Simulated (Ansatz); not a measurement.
Strain and field gradients in P

Cell: an entry of the Crystallography Open Database (COD), ions relaxed with PBE at fixed cell.

```
P
1.0
     1.65545   -5.15950    0.00000
     1.65545    5.15950    0.00000
     0.00000    0.00000    4.31700
P
4
Direct
  0.89573 0.10427 0.07750
  0.60427 0.39573 0.57750
  0.10427 0.89573 0.92250
  0.39573 0.60427 0.42250
```

Atoms are numbered from 1 in the order listed; like atoms form one site, named after its first atom.

All values are calculated (Ansatz; DFT, PBE, plane waves and PAW, scalar-relativistic, 420 eV cutoff, Γ-centred 15×15×11 k-points, Fermi–Dirac smearing 0.05 eV), not measured.

The cell is stretched along z (the third Cartesian axis of the run's cell), x and y held, and the ions relax again each time.

```
strain along z (%)  P: V along z (10²¹ V/m²)
                -3                     -0.81
                -2                     -0.75
                -1                     -0.69
                 0                     -0.62
                +1                     -0.55
                +2                     -0.49
                +3                         ?
```

Question: Estimate the row at +3 % from the others.

Answer: P: -0.42. Worked for P: a straight line through the other 6 rows has a slope of 0.064 × 10²¹ V/m² per per cent of strain and gives -0.43 at +3 %, against -0.42 from the run, so the response is nearly linear here.

With no gap above 0.1 eV, as in a metal, the gradients converge slowly in k; expect changes of a tenth or more on a denser mesh. Semilocal functionals make gaps too small and can close them, so the real compound need not be a metal.
